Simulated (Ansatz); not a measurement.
Relaxed-ion elastic tensor of Cd (simple cubic, space group No. 221) in GPa (Voigt order), DFT-PBE in the program Ansatz with PAW potentials; density 6.93 g/cm³, 26.94 Å³ per atom.

```
      1     2     3     4     5     6
-  ----  ----  ----  ----  ----  ----
1  58.6  15.7  15.7   0.0   0.0   0.0
2  15.7  58.6  15.7   0.0   0.0   0.0
3  15.7  15.7  58.6   0.0   0.0   0.0
4   0.0   0.0   0.0  -4.0   0.0   0.0
5   0.0   0.0   0.0   0.0  -4.0   0.0
6   0.0   0.0   0.0   0.0   0.0  -4.0
```

Question: Is the crystal mechanically stable?

Answer: No: the smallest eigenvalue of C is -4.0 GPa.

Space group Pm-3m (simple cubic). The cell is a constructed one: a structure type filled with these elements; neither database checked (COD, Materials Project) lists it. It is not the phase usual at ambient conditions (space group No. 194). Symmetry was held in the PBE relaxation. At this level the phase is mechanically unstable. As this level gives no gap, shear constants depend on the k-mesh and smearing (Fermi–Dirac, 0.1 eV here).

Potentials: the later of the program's two PAW sets.
